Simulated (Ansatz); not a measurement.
ZnCdS2 in space group P-4m2 (No. 115; Zn on 1d, Cd on 1b, S on 2g), DFT-LDA in the program Ansatz with PAW potentials. The conduction-band minimum lies at Γ, with 1 equivalent valley. Second derivatives d²E/dk² of the lowest band at one valley (eV·Å²), along Cartesian directions:

```tsv
direction	d²E/dk²
[100]	57.45
[010]	57.45
[001]	51.70
[110]	57.49
[101]	54.56
[011]	54.56
```

### Question
Find the principal effective masses, the density-of-states mass and the conductivity mass.

### Answer
Off-diagonal terms follow from H_xy = H[110] − (H_xx + H_yy)/2, and m*/mₑ = 7.620 eV·Å² over each eigenvalue: 0.13, 0.13, 0.15. One valley's DOS mass (m₁m₂m₃)^(1/3) = 0.14, conductivity mass 3/(Σ 1/mᵢ) = 0.14 mₑ.

### Question
What effective density of states Nc follows at 300 K for parabolic valleys?

### Answer
Nc = 2.509e19 × 1 × (0.14)^(3/2) ≈ 1.3e18 cm⁻³.

### Question
With the computed static dielectric constant 9.40 (mean of the diagonal), estimate a hydrogenic donor's binding energy and radius.

### Answer
E = 13.606 eV × 0.14/9.40² ≈ 22 meV; a = 0.529 Å × ε/m* ≈ 36 Å. Semilocal masses tend to be too small where the gap is.

The workflow started from a Materials Project entry (that database holds measured and hypothetical structures alike); the Crystallography Open Database copy checked does not list it. Its standing as an ambient phase is unchecked. Symmetry was held in the LDA relaxation; of distortions, only those at the zone centre were tested. Spin–orbit coupling is left out wherever it is not named.

Potentials: the later of the program's two PAW sets.
